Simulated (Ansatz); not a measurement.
TiGe$_{2}$:
```cif
data_Ge16Ti8
_chemical_formula_sum 'Ti8 Ge16'
_space_group_name_H-M_alt 'Fddd :1'
_space_group_IT_number 70
_space_group_name_Hall 'F 2 2 -1d'
_cell_length_a 5.03761
_cell_length_b 8.62397
_cell_length_c 8.74080
_cell_angle_alpha 90.000
_cell_angle_beta 90.000
_cell_angle_gamma 90.000
loop_
_atom_site_label
_atom_site_type_symbol
_atom_site_symmetry_multiplicity
_atom_site_Wyckoff_symbol
_atom_site_fract_x
_atom_site_fract_y
_atom_site_fract_z
_atom_site_occupancy
Ti1 Ti 8 b 0.50000 0.50000 0.50000 1
Ge1 Ge 16 f 0.00000 0.16871 0.00000 1
```
(The calculation used a cell of 6 atoms; values per cell refer to that cell.)

Relaxed with r²SCAN.

### Question
Which orbitals make up the states near the Fermi level in r²SCAN in the plane-wave PAW code Ansatz?

### Answer
Within 0.5 eV of the Fermi level: Ti 3d 67 %, Ge 4p 26 %. Projections are on Löwdin-orthogonalised atomic valence shells; empty p or d shells of many metals are not among them.

### Question
Tabulate the density of states.

### Answer
States/eV per cell of 6 atoms, in 0.25 eV bins, energy from the Fermi level.

```tsv
E (eV)	total	Ti 3d	Ge 4p	Ge 4s
-7.85	1.14	0.11	0.31	0.66
-7.60	1.43	0.14	0.34	0.87
-7.35	1.62	0.16	0.37	1.01
-7.10	1.75	0.15	0.42	1.10
-6.85	1.30	0.13	0.29	0.83
-6.60	0.72	0.09	0.15	0.45
-6.35	0.38	0.05	0.09	0.23
-6.10	0.27	0.04	0.08	0.14
-5.85	0.31	0.03	0.14	0.09
-5.60	0.76	0.07	0.51	0.07
-5.35	1.27	0.11	0.95	0.08
-5.10	1.97	0.20	1.48	0.14
-4.85	2.48	0.31	1.81	0.21
-4.60	1.98	0.25	1.38	0.20
-4.35	2.09	0.28	1.42	0.22
-4.10	2.23	0.31	1.53	0.24
-3.85	2.09	0.29	1.43	0.24
-3.60	2.20	0.34	1.47	0.25
-3.35	2.43	0.43	1.56	0.29
-3.10	2.61	0.52	1.68	0.26
-2.85	2.98	0.63	1.96	0.25
-2.60	2.70	0.65	1.72	0.22
-2.35	3.65	1.01	2.27	0.24
-2.10	3.80	1.26	2.22	0.21
-1.85	3.51	1.32	1.91	0.16
-1.60	4.35	1.89	2.15	0.16
-1.35	4.84	2.53	2.00	0.14
-1.10	4.70	2.77	1.65	0.13
-0.85	3.69	2.30	1.17	0.11
-0.60	2.97	1.89	0.90	0.10
-0.35	2.63	1.76	0.71	0.08
-0.10	2.24	1.55	0.56	0.06
0.15	1.69	1.15	0.42	0.06
0.40	1.73	1.11	0.44	0.11
0.65	2.74	1.84	0.63	0.18
0.90	3.24	2.46	0.54	0.13
1.15	4.08	3.18	0.56	0.20
1.40	3.55	2.73	0.46	0.24
1.65	2.61	1.53	0.67	0.31
1.90	3.92	2.36	1.02	0.43
2.15	8.64	6.33	1.34	0.77
2.40	9.88	7.43	1.26	0.98
2.65	4.60	3.44	0.71	0.36
2.90	3.13	1.99	0.60	0.41
3.15	4.75	2.75	1.13	0.57
3.40	4.72	2.43	1.44	0.46
3.65	4.37	2.04	1.54	0.42
3.90	3.08	1.23	1.14	0.27
4.15	4.52	1.59	1.84	0.34
```

The first step of the workflow began from a Materials Project structure, measured or hypothetical; the Crystallography Open Database files this formula in space group No. 70, but the cells were not matched. Whether it is the stable phase at ambient conditions was not checked. The cell was relaxed with r²SCAN under the symmetry of its start; whether a distortion lowers the energy is not shown. No spin polarisation was allowed. Spin–orbit coupling is left out wherever it is not named.

Potentials: the later of the program's two PAW sets.
